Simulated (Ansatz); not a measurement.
Convergence of SrMg with the k-point mesh

These are results of DFT r2SCAN, scalar-relativistic, plane waves, PAW (Ansatz 0.2.0), not measurements.

```
Sr Mg
1.0
     3.90000    0.00000    0.00000
     0.00000    3.90000    0.00000
     0.00000    0.00000    3.90000
Sr Mg
1 1
Cartesian
  1.9500 1.9500 1.9500
  0.0000 0.0000 0.0000
```

- plane-wave cutoff: 500 eV
- occupation rule: Gaussian smearing, 0.1 eV
- spin treatment: unpolarised

The atoms stay fixed while the k-point mesh is varied. ΔE is the energy extrapolated to zero smearing, less that of the reference run (18×18×18). The cell isn't necessarily relaxed at this level. The meshes are Γ-centred. Pressure is positive in compression.

```
    mesh  ΔE (meV/atom) P (GPa) irreducible points
   1×1×1           -439    -2.82                   1
   2×2×2          -39.1     6.01                   4
   4×4×4           71.5     7.16                  10
   6×6×6          -3.38     6.41                  20
   8×8×8           1.35     6.66                  35
10×10×10          -1.13     6.64                  56
12×12×12           0.25     6.60                  84
14×14×14          -0.36     6.67                 120
16×16×16           0.45     6.66                 165
18×18×18           0.00     6.66                 220
```